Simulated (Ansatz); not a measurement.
AlAs (zinc blende, F-43m), LDA in the plane-wave PAW code Ansatz. The conduction-band minimum lies at X, with 3 equivalent valleys. Second derivatives d²E/dk² of the lowest band at one valley (eV·Å²), along Cartesian directions:

```json
[
 {"direction": "[100]", "d²E/dk²": "9.257"},
 {"direction": "[010]", "d²E/dk²": "32.73"},
 {"direction": "[001]", "d²E/dk²": "32.73"},
 {"direction": "[110]", "d²E/dk²": "21.00"},
 {"direction": "[101]", "d²E/dk²": "21.00"},
 {"direction": "[011]", "d²E/dk²": "32.63"}
]
```

Problem. Find the principal effective masses, the density-of-states mass and the conductivity mass.

Solution. Off-diagonal terms follow from H_xy = H[110] − (H_xx + H_yy)/2, and m*/mₑ = 7.620 eV·Å² over each eigenvalue: 0.23, 0.23, 0.82. One valley's DOS mass (m₁m₂m₃)^(1/3) = 0.35, conductivity mass 3/(Σ 1/mᵢ) = 0.31 mₑ.

Problem. What effective density of states Nc follows at 300 K for parabolic valleys?

Solution. Nc = 2.509e19 × 3 × (0.35)^(3/2) ≈ 1.6e19 cm⁻³.

Problem. With the computed static dielectric constant 11.4 (mean of the diagonal), estimate a hydrogenic donor's binding energy and radius.

Solution. E = 13.606 eV × 0.31/11.4² ≈ 32 meV; a = 0.529 Å × ε/m* ≈ 19 Å. Semilocal masses tend to be too small where the gap is.

Problem. With ε∞ = 9.44 and ω_LO = 395 cm⁻¹, what Fröhlich coupling constant follows?

Solution. α = (1/ε∞ − 1/ε0) √(m* × 13.606 eV/ħω_LO) = 0.17.

The LDA relaxation kept the symmetry of its start; phonons on a q-mesh show no instability. Spin–orbit coupling is left out wherever it is not named.

Potentials: the later of the program's two PAW sets.
